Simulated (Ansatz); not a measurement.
BaTaO$_{3}$:
```
BaTaO3
1.0
    4.09158     0.00000     0.00000
    0.00000     4.09158     0.00000
    0.00000     0.00000     4.09158
Ba Ta O
1 1 3
Direct
  0.00000   0.00000   0.00000
  0.50000   0.50000   0.50000
  0.00000   0.50000   0.50000
  0.50000   0.00000   0.50000
  0.50000   0.50000   0.00000
```

Relaxed with r²SCAN.

### Question
Give the Bader charges and basin volumes of the independent atoms, r²SCAN in the plane-wave PAW code Ansatz.

### Answer


| atom | Bader charge (e) | Bader volume (Å³) |
|---|---|---|
| Ba1 | +1.55 | 21.1 |
| Ta2 | +2.59 | 10.1 |
| O3 | -1.38 | 12.4 |

Space group Pm-3m (cubic perovskite). The workflow started from a Materials Project entry (that database holds measured and hypothetical structures alike); the Crystallography Open Database copy checked does not list it. Its standing as an ambient phase is unchecked. The r²SCAN relaxation kept the symmetry of its start; its stability against distortions is not shown here. No spin polarisation was allowed. Spin–orbit coupling is left out wherever it is not named.

Potentials: the later of the program's two PAW sets.
